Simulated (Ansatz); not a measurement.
BePd, DFT, LDA, all-electron PAW with datasets made for the crystal, scalar-relativistic (Ansatz 0.2.0), run on 1 thread of Arm Neoverse V1 on a shared host.

The geometry is COD entry 9008808, unchecked; take it as a test cell.

Command: `ansatz run input.yaml --threads 1 --pin off --max-ram 3072MiB --backend cpu --events-out ev --progress --plain --runs-dir out`

```yaml
crystal:
  lattice:
    - [2.813, 0.0, 0.0]
    - [0.0, 2.813, 0.0]
    - [0.0, 0.0, 2.813]
  atoms:
    - { symbol: Be, position: [0.0, 0.0, 0.0] }
    - { symbol: Pd, position: [0.5, 0.5, 0.5] }
kpoints:
  mp_grid: { grid: [12, 12, 12] }
  band_path:
    path:
      - [0.0, 0.0, 0.0]
      - [0.0, 0.5, 0.0]
      - [0.5, 0.5, 0.0]
      - [0.0, 0.0, 0.0]
      - [0.5, 0.5, 0.5]
      - [0.0, 0.5, 0.0]
      - [0.5, 0.5, 0.5]
      - [0.5, 0.5, 0.0]
    npoints: 8
scf:
  occupations: { method: fermi_dirac, width: 0.08 }
hamiltonian:
  xc: lda
  pseudopotentials: { kind: all_electron, datasets: crystal }
output:
  forces: true
  stress: true
  eigenvalues: true
  efg: { contact_densities: true }
```

Question: How large is the problem that the program sets up?

Answer: 84 irreducible k-points, 251 plane waves at Γ, 10 bands.

Question: Estimate the wall time and the peak memory.

Answer: 9.8 s of wall time for 9 SCF iterations, with a peak of 0.41 GiB. Times on shared machines scatter by tens of per cent.

Question: And the same cell and mesh by full-potential LAPW, asked for forces, stress, eigenvalues, populations, dos and the same band path, on the same hardware?

Answer: 18 s, peak memory 0.34 GiB.

Question: And the same cell and mesh by PAW (frozen-core files), asked for forces, stress, eigenvalues, efg, populations, bader, dos, write_density, write_potential, elf and the same band path, on the same hardware?

Answer: 14 s, peak memory 0.32 GiB.
